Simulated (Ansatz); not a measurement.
Given:

ZrRh3:
```xyz
4
Lattice="-1.9674 1.9674 3.8803 1.9674 -1.9674 3.8803 1.9674 1.9674 -3.8803" Properties=species:S:1:pos:R:3 pbc="T T T"
Rh     0.0000     0.0000     3.8803
Rh     0.0000     1.9674     1.9401
Rh     1.9674     0.0000     1.9401
Zr     0.0000     0.0000     0.0000
```

This is the PBEsol-relaxed structure.

Problem. All from plane-wave PAW PBEsol (Ansatz code), unless another level is named. Estimate the bulk modulus (Birch–Murnaghan fit).

Solution. 230 GPa.

Problem. What about the highest zone-centre frequency?

Solution. 190 cm^-1.

Space group I4/mmm. The cell is a constructed one: a structure type filled with these elements; neither database checked (COD, Materials Project) lists it. COD files the formula under space group No. 221. Whether it is the stable phase at ambient conditions was not checked. The PBEsol relaxation kept the symmetry of its start; whether a distortion lowers the energy is not shown. The run is not spin-polarised. As this level gives no gap, phonon frequencies hold no LO–TO term and depend on the k-mesh and smearing (Fermi–Dirac, 0.1 eV here).

Potentials: the earlier of the program's two PAW sets. The files were generated under PBE; for other functionals the program regenerates the frozen cores, and for LDA and PBEsol the local potential too.
